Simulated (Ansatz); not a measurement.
**Cold compression of As (sc type)**

```
CELL_PARAMETERS angstrom
2.69050 0.00000 0.00000
0.00000 2.69050 0.00000
0.00000 0.00000 2.69050
ATOMIC_POSITIONS crystal
As 0.00000 0.00000 0.00000
```

The cell comes from a relaxation on PAW files under the same functional, begun from a prototype that needn't be the stable phase.

Its volume is scaled at fixed shape and fractional positions.

All numbers are PBEsol results (scalar-relativistic) from Ansatz 0.2.0, with a Γ-centred 14×14×14 k mesh, Fermi–Dirac smearing of 0.05 eV, no spin polarisation. Methods: LAPW: all electrons, basis error target 1 meV/atom; PAW: frozen-core files, cutoff 420 eV; crystal datasets: all electrons, by PAW datasets that the program makes for each cell; norm-conserving: pseudopotentials, cutoff 1143 eV.

Energies are extrapolated to zero smearing and count from the unscaled cell; pressure is positive in compression; gaps take the mesh and a band path. No temperature or zero-point motion is included.

The PAW files were made under PBE. The structure type is held throughout; the real material can change phase at far lower pressure.

| V/V0 | V (Å³/atom) | P LAPW (GPa) | ΔE LAPW (eV/atom) | P PAW − LAPW (GPa) | ΔE PAW − LAPW (meV/atom) |
| --- | --- | --- | --- | --- | --- |
| 1.00 | 19.48 | 0.01 | 0.000 | -0.01 | 0.0 |
| 0.90 | 17.53 | 11.33 | 0.062 | -0.02 | -0.1 |
| 0.80 | 15.58 | 32.1 | 0.313 | -0.02 | -0.4 |
| 0.70 | 13.63 | 68.7 | 0.906 | 0.02 | -0.4 |
| 0.60 | 11.69 | 139.0 | 2.121 | 0.07 | 0.2 |
| 0.50 | 9.74 | 278.8 | ? | 0.20 | 1.7 |
| 0.40 | 7.79 | 598.3 | 9.593 | 0.77 | 7.4 |

(1) What belongs in the row "0.50", column "ΔE LAPW (eV/atom)"?

(2) Fit the Vinet equation to the LAPW pressures over the whole range, with residuals weighted by 1/(|P| + 0.03·Pmax).

(3) At the smallest volume, how far do crystal datasets and norm-conserving lie from LAPW in pressure?

Results:

(1) 4.552.

(2) V0 = 19.50 Å³/atom, B0 = 81 GPa and B0′ = 5.08, and the fit misses no point by more than 6.9 GPa. A fit over so wide a range pins B0 less well than one near rest.

(3) crystal datasets: 0.00 GPa; norm-conserving: -0.82 GPa, on a LAPW pressure of 598.3 GPa.
